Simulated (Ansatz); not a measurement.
K2ZnTe2:
```
CELL_PARAMETERS angstrom
     -3.60655     6.96534     3.44453
      3.60655    -6.96534     3.44453
      3.60655     6.96534    -3.44453
ATOMIC_POSITIONS crystal
  K  0.85968 0.68392 0.54360
  K  0.14032 0.31608 0.45640
  K  0.64032 0.18392 0.82424
  K  0.35968 0.81608 0.17576
  Zn 0.75000 0.75000 0.00000
  Zn 0.25000 0.25000 0.00000
  Te 0.60741 0.69400 0.30141
  Te 0.39259 0.30600 0.69859
  Te 0.89259 0.19400 0.08659
  Te 0.10741 0.80600 0.91341
```

Relaxed with PBEsol.

Question: Map the electron localisation function on the plane through (0.860, 0.684, 0.544) spanned by u = [1, 0, 1] and v = [0, 1, 1] in lattice vectors, from the program Ansatz at the PBEsol level (PAW).

Answer: x is the fraction of u, y of v (the angle between them is 90°; rows are the nearest grid lines); atoms in the plane: K at (0.00, 0.00), K at (0.28, 0.63), K at (0.78, 0.50), K at (0.50, 0.13), Te at (0.75, 0.01), Te at (0.53, 0.62), Te at (0.03, 0.51), Te at (0.25, 0.12).
```
y \ x   0.000  0.100  0.175  0.275  0.375  0.450   0.550  0.625  0.725  0.825  0.900   1.00
------  -----  -----  -----  -----  -----  -----  ------  -----  -----  -----  -----  -----
1.00    0.515  0.050  0.775  0.559  0.261  0.436   0.294  0.383  0.013  0.643  0.051  0.515
0.917   0.874  0.028  0.709  0.732  0.079  0.020   0.049  0.220  0.367  0.777  0.036  0.874
0.833   0.236  0.021  0.086  0.043  0.019  0.587   0.556  0.156  0.618  0.771  0.025  0.236
0.778   0.066  0.242  0.015  0.586  0.020  0.799   0.570  0.270  0.396  0.399  0.023  0.066
0.694   0.769  0.784  0.026  0.839  0.054  0.775   0.178  0.561  0.027  0.026  0.084  0.769
0.611   0.508  0.690  0.041  0.613  0.075  0.688  -0.002  0.653  0.440  0.725  0.161  0.508
0.528   0.090  0.504  0.075  0.869  0.030  0.749   0.393  0.745  0.855  0.877  0.155  0.090
0.472   0.148  0.480  0.121  0.375  0.017  0.721   0.662  0.708  0.859  0.877  0.156  0.148
0.389   0.566  0.555  0.122  0.123  0.028  0.197   0.636  0.322  0.528  0.716  0.174  0.566
0.306   0.712  0.259  0.308  0.739  0.200  0.053   0.043  0.029  0.040  0.027  0.087  0.712
0.222   0.039  0.105  0.556  0.471  0.308  0.776   0.773  0.049  0.778  0.454  0.022  0.039
0.167   0.275  0.086  0.510  0.107  0.295  0.869   0.873  0.099  0.709  0.729  0.023  0.275
0.0833  0.877  0.042  0.565  0.085  0.288  0.861   0.860  0.266  0.255  0.690  0.034  0.877
0.000   0.515  0.050  0.775  0.559  0.261  0.436   0.294  0.383  0.013  0.643  0.051  0.515
```

The density is the valence pseudo-density with augmentation charge, so density and ELF within about 1 Å of a nucleus are not all-electron values.

Space group Ibam. The workflow started from a Materials Project entry (that database holds measured and hypothetical structures alike); the Crystallography Open Database copy checked does not list it. Its standing as an ambient phase is unchecked. The cell was relaxed with PBEsol under the symmetry of its start; its stability against distortions is not shown here. Scalar-relativistic: spin–orbit coupling is off unless named, which matters more the heavier the elements.

Potentials: the later of the program's two PAW sets.
